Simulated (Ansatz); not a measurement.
Here is the system:

Starting cell, ZnS (wurtzite):

```
ZnS
1.0
    3.78216     0.00000     0.00000
   -1.89108     3.27544     0.00000
    0.00000     0.00000     6.20766
Zn S
2 2
Direct
  0.66667   0.33333   0.99968
  0.33333   0.66667   0.49968
  0.66667   0.33333   0.62552
  0.33333   0.66667   0.12552
```

In each cell atom 4 (S, nearest neighbour Zn at 2.319 Å; its periodic images, 3.8 Å or more away, move with it) moves by s·(0.707, 0.707, 0.000) (along Cartesian [110]), the rest being held.

All values below come from PBEsol (plane waves to 420 eV, PAW, scalar-relativistic; Ansatz, a quantum-chemistry and plane-wave program). k mesh 8×8×5 (Γ-centred), Fermi-Dirac smearing 0.05 eV. The energy includes the smearing's −TS. ZnS was relaxed with its symmetry unable to fall. ΔE is measured from the undisplaced structure.

The scan covers s from -0.700 to 0.700 Å in 11 points.

Task: Is this a single well or a double well?

Result: A single well with its minimum at or next to zero displacement.

Task: Is the energy the same for displacements of ±0.700 Å, and if not, which side lies higher?

Result: Not even: the negative side lies higher at ±0.700 Å. With its periodic images moving along, the atom's site symmetry in this cell is 3m..

Task: What force acts on the atom along the line at s = -0.700 Å?

Result: 14.1 eV/Å.

Task: What is the energy change at s = 0.700 Å?

Result: 1193 meV/cell.

Task: What is the force constant k = d²E/ds² of this move at s = 0?

Result: 6.82 eV/Å².

(A displaced cell: forces are minus the slopes of the energy, force constants its curvatures, and phonons follow from these.)
